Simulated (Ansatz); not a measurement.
Starting cell, CdS (zinc blende):

```
CELL_PARAMETERS angstrom
      0.00000     5.92662     5.92662
      2.96331     0.00000     2.96331
      2.96331     2.96331     0.00000
ATOMIC_POSITIONS crystal
  S  0.37500 0.75000 0.75000
  S  0.87500 0.75000 0.75000
  Cd 0.00000 0.00000 0.00000
  Cd 0.50000 0.00000 0.00000
```

A phonon eigenvector at L = (0.5, 0.0, 0.0) is frozen into this cell: atom i moves by Q times the vector below, so Q is the largest atomic displacement, in Å. The cell is held. (q is in reciprocal vectors of the primitive cell; the cell shown is doubled to hold the pattern.)

```
atom       x       y       z
----  ------  ------  ------
S1     0.577  -0.577  -0.577
S2    -0.577   0.577   0.577
Cd3   -0.048   0.048   0.048
Cd4    0.048  -0.048  -0.048
```

The numbers are results of PBE (plane waves to 420 eV, PAW, scalar-relativistic; Ansatz, an electronic-structure program), not measurements. k mesh 5×10×10 (Γ-centred), Fermi-Dirac smearing 0.05 eV. Energies are smeared free energies. CdS was relaxed with its symmetry unable to fall. ΔE is measured from the undisplaced structure.

```tsv
Q (Å)	ΔE (meV/cell)
-0.1000	95.9
-0.0833	66.4
-0.0667	42.4
-0.0500	23.8
-0.0333	withheld
-0.0167	2.6
0.0000	0.0
0.0167	2.6
0.0333	withheld
0.0500	23.8
0.0667	42.4
0.0833	66.4
0.1000	95.9
```

Q: Fit an even polynomial form (powers 2, 4) to the given rows and predict ΔE at Q = 0.0333.

A: Least squares on the 11 given rows: ΔE = (9496)·Q² + (9555)·Q⁴, in meV/cell with Q in Å; root-mean-square residual 0.03 meV/cell. At 0.0333 the fit gives 10.5 meV/cell; the calculation gives 10.6 meV/cell, so the interpolation is off by -0.1 (-0.9 %). The quadratic term alone would give 10.5 meV/cell.

(For displaced atoms, the force is minus the slope of the energy, and its curvature is a force constant, which sets phonon frequencies.)
